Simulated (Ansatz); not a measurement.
## AlOs from its elements: all-electron against pseudopotential results

```yaml
crystal:
  lattice:
    - [2.99278, 0.00000, 0.00000]
    - [0.00000, 2.99278, 0.00000]
    - [0.00000, 0.00000, 2.99278]
  atoms:
    - { symbol: Al, position: [0.00000, 0.00000, 0.00000] }
    - { symbol: Os, position: [0.50000, 0.50000, 0.50000] }
```

The cell comes from a relaxation on PAW files under the same functional, begun from a database entry that needn't be the ground state.

All numbers are PBEsol results (scalar-relativistic) from Ansatz 0.2.0, with a Γ-centred 14×14×14 k mesh, Fermi–Dirac smearing of 0.05 eV, no spin polarisation. Methods: LAPW: all electrons, basis error target 0.5 meV/atom; PAW: frozen-core files, cutoff 420 eV.

The elements are taken as Al fcc, Os hcp, each relaxed on PAW files under the same functional and computed by the same method as the compound; zero-point and thermal terms are left out.

Spin–orbit coupling is left out, which matters for the heavy atoms. The PAW files were made under PBE.

Task: Give the formation energy by each method, with the residual pressure at this cell and the LAPW gap.

Result: 

```tsv
method	ΔE(formation) (eV/atom)	P at this cell (GPa)	gap (eV)
LAPW	-0.354	-0.07	0.00
PAW	-0.354	-0.01	–
```

Task: Give the LAPW value for one formula unit in kJ/mol.

Result: -0.354 eV/atom × 2 atoms × 96.485 kJ/(mol·eV) = -68.3 kJ/mol, at zero temperature and without zero-point motion.
